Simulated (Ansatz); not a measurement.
# ZnCu: pressure against volume, fitted

```xyz
2
Lattice="2.9450 0.0000 0.0000 0.0000 2.9450 0.0000 0.0000 0.0000 2.9450" Properties=species:S:1:pos:R:3 pbc="T T T"
Zn    1.4725    1.4725    1.4725
Cu    0.0000    0.0000    0.0000
```

Atom numbers follow the list: Zn1, Cu2.

The cell comes from COD entry 9008814, which wasn't checked; take it as a given geometry.

All numbers below come from Ansatz 0.2.0, DFT, PBEsol, all-electron LAPW, scalar-relativistic.

Sampling and basis: a Γ-centred 14×14×14 k mesh, Fermi–Dirac smearing of 0.05 eV, basis error target 0.5 meV/atom, no spin polarisation.

The cell is scaled evenly. Fractional coordinates are held (clamped ions).

```
V (Å³/atom)  P (GPa)
     12.005     3.50
     12.260     0.40
     12.516    -2.33
     12.643    -3.58
     12.771    -4.75
     12.899    -5.84
     13.026    -6.88
     13.282    -8.75
```

(1) Fit a third-order Birch–Murnaghan curve to the pressures.

(2) Predict the pressure at the withheld volume, 13.537 Å³/atom.

Results:

(1) P = (3B0/2)(y^(7/2) − y^(5/2))[1 + (3/4)(B0′ − 4)(y − 1)] with y = (V0/V)^(2/3) fits within 0.01 GPa for V0 = 12.296 Å³/atom, B0 = 137.6 GPa and B0′ = 5.02.

(2) There y = 0.9379, so the fit gives -10.40 GPa; the run gave -10.40 GPa.
